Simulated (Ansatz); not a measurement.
Relaxed candidate structures of Pb:

A. P6/mmm (No. 191), hP3; a = 5.6924 Å, b = 5.6924 Å, c = 3.3457 Å, α = 90.00°, β = 90.00°, γ = 120.00°; Pb 1a (0.000, 0.000, 0.000); Pb 2d (0.333, 0.667, 0.500)

B. Fmmm (No. 69), oF8; a = 4.992 Å, b = 5.007 Å, c = 11.139 Å, α = 90.00°, β = 90.00°, γ = 90.00°; close to I4/mmm at 0.1 Å; Pb 8i (0.000, 0.000, 0.151)

C. P6₃/mmc (No. 194), hP4; a = 5.369 Å, b = 5.369 Å, c = 6.215 Å, α = 90.00°, β = 90.00°, γ = 120.00°; Pb 2b (0.000, 0.000, 0.250); Pb 2c (0.333, 0.667, 0.250)

D. R-3m, hexagonal axes (No. 166), hR1; a = b = 4.275 Å, c = 6.267 Å, α = β = 90.00°, γ = 120.00°; Pb 3a (0.000, 0.000, 0.000)

E. P6/mmm (No. 191), hP2; a = 5.3764 Å, b = 5.3764 Å, c = 3.2010 Å, α = 90.00°, β = 90.00°, γ = 120.00°; Pb 2d (0.333, 0.667, 0.500)

F. Fm-3m (No. 225), cF4, fcc (Cu type); a = b = c = 4.991 Å, α = β = γ = 90.00°; Pb 4a (0.000, 0.000, 0.000)

Task: Order them by energy per atom (lowest first) at the level r2SCAN (plane waves to 500 eV, PAW, scalar-relativistic; Ansatz, an electronic-structure program).

Result: F (reference), A (+0.04 eV/atom), B (+0.09 eV/atom), D (+0.13 eV/atom), E (+0.24 eV/atom), C (+0.33 eV/atom)

Probably no minimum, since a slightly shaken restart fell lower: Fmmm (nearly I4/mmm), oF8 (by 0.08 eV/atom, to I4/mmm); R-3m, hR1 (by 0.12 eV/atom, to I4/mmm). Each run could gain symmetry but not lose that of its start, so entries can be saddle points. From databases, or of a type measured for this composition: Fm-3m, cF4, fcc (Cu type); the others are generated cells (placed on structure types, drawn at random, substituted or restacked) that were not matched to a known phase here. Static energies at zero pressure. No spin polarisation in the result.
